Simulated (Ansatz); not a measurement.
# Structure relaxation, Ba

The start is a randomly generated symmetric cell of Ba (space group No. 164). The cell and all atomic positions are relaxed at zero pressure with r2SCAN (plane waves to 500 eV, PAW, scalar-relativistic; Ansatz, a program for electronic structure). First-step values are on the input's coarse k-mesh.

Ansatz input (later rounds restart from its end on a renewed k-mesh):
Ansatz 0.2 input:
```yaml
crystal:
  lattice:
    - [6.2059243, 0, 0]
    - [-3.1029621, 5.3744881, 0]
    - [0, 0, 4.3472485]
  atoms:
    - { symbol: Ba, position: [0.66666667, 0.33333333, 0.69635406] }
    - { symbol: Ba, position: [0.33333333, 0.66666667, 0.30364594] }
basis: { ecutwfc: 500, ecutrho_ratio: 4, xc_grid: 4, fft_grid_basis: typed }
kpoints: { mp_grid: { grid: [6, 6, 8] } }
hamiltonian:
  xc: r2scan
  dispersion: none
  pseudopotentials: { kind: paw }
scf: { occupations: { method: fermi_dirac, width: 0.05 } }
relax: { f_tol: 0.01, max_steps: 100, cell: { stress_tol: 0.02 } }
output: { forces: true, stress: true }
```

Question: Which atoms feel the largest initial force, and how large is it?

Answer: 0.47 eV/Å, on Ba1, Ba2 (atoms numbered as listed).

Question: Does the structure survive the relaxation? Give the final space group.

Answer: The space group goes from P-3m1 (No. 164) to P6₃/mmc (No. 194); the end is hcp (Mg type), with 2 atoms in the primitive cell.

Question: How much energy is released per atom?

Answer: 0.52 eV/atom.

Question: How does the volume per atom move from start to end?

Answer: -8.6 %, from 72.50 to 66.23 Å³/atom.

Question: What band gap does the relaxed structure have at this level?

Answer: Zero (metallic).

Final values are on a 12×12×6 k-mesh of the relaxed cell. No spin polarisation in the result.

The run could not lose the symmetry of its start.

The relaxed structure has the type that Ba is known to take under pressure; here it was relaxed at zero pressure, from a generated start.
